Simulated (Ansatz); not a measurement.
A geometry of Nb away from equilibrium: step 2 of the relaxation of a relaxed Nb cell displaced along its unstable phonon at q = (½, 0, 0) of its primitive reciprocal cell (123i cm⁻¹), largest move 0.15 Å. Level of theory: PBEsol (plane waves to 420 eV, PAW, scalar-relativistic; Ansatz, a quantum-chemistry and plane-wave program). Γ-centred k-mesh 7×13×12 on the run's cell (coarser than for final values), Fermi–Dirac smearing 0.05 eV.

```xyz
2
Lattice="2.8731 -4.7037 0.0000 1.4598 2.3662 0.0000 0.0000 0.0000 2.6982" Properties=species:S:1:pos:R:3:forces:R:3 pbc="T T T" free_energy=-8990.106 pressure_GPa=-1.5
Nb     1.4482     0.0071     0.3453    0.0000    0.0000    1.0844
Nb     2.8847    -2.3447    -0.3453    0.0000    0.0000   -1.0844
```

Positions in Å, forces in eV/Å, free energy of the cell in eV (comparable only within this code, potentials and settings). Largest force: 1.08 eV/Å, on Nb1, Nb2 (atoms numbered as listed); the geometry lies 0.25 eV/atom above the end of its relaxation.

No spin polarisation in the result.

The run could not lose the symmetry of its start, so the end can be a saddle point.

The end of the path is a generated cell of Nb: the first start was made by placing the elements on the sites of a structure type, and the end was not matched to a known phase here, so it may be hypothetical. Known forms of Nb include space group No. 229.
